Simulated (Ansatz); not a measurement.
This Si₄F structure is the end of a relaxation. The cell was found from a structure generator's guess, not taken from experiment.

The calculation used DFT PBE, scalar-relativistic, plane waves, PAW in Ansatz. Cutoff 420 eV, Γ-centred mesh, Gaussian smearing, no spin polarisation.

```yaml
crystal:
  lattice:
    - [4.89443, 0.00000, 0.00000]
    - [-2.44722, 4.23870, 0.00000]
    - [0.00000, 0.00000, 5.83380]
  atoms:
    - { symbol: Si, position: [0.50000, 0.00000, 0.04216] }
    - { symbol: Si, position: [0.00000, 0.50000, 0.04216] }
    - { symbol: Si, position: [0.50000, 0.50000, 0.04216] }
    - { symbol: Si, position: [0.00000, 0.00000, 0.88730] }
    - { symbol: F, position: [0.00000, 0.00000, 0.60823] }
```

Formation energies are uncorrected and refer to the elements' standard structures at the same level (F₂ as a molecule).

Task: Find its symmetry and describe it.

Result: P6mm (No. 183). Conventional cell: a = 4.894 Å, c = 5.834 Å. Si on a site of symmetry 2mm has 4 Si at 2.45 Å and 2 Si at 2.61 Å; Si on a site of symmetry 6mm is surrounded by 1 F at 1.63 Å and 6 Si at 2.61 Å; F is surrounded by 1 Si at 1.63 Å.

Task: What is its formation energy per atom?

Result: −0.05 eV/atom.

Task: Is it a metal?

Result: Yes, bands cross the Fermi level on the 12×12×8 mesh.

The last run used a 12×12×8 mesh (in the run's order of axes) for its 5-atom cell and Gaussian smearing of 0.10 eV. No dispersion correction is applied, so the spacing and binding between layers, chains or molecules are poorly described. A structure relaxed within its symmetry needn't be a true minimum. Another cell of Si4F relaxed alike, in I4/mmm, lies 125 meV/atom lower, so this cell isn't the stable form at this level.
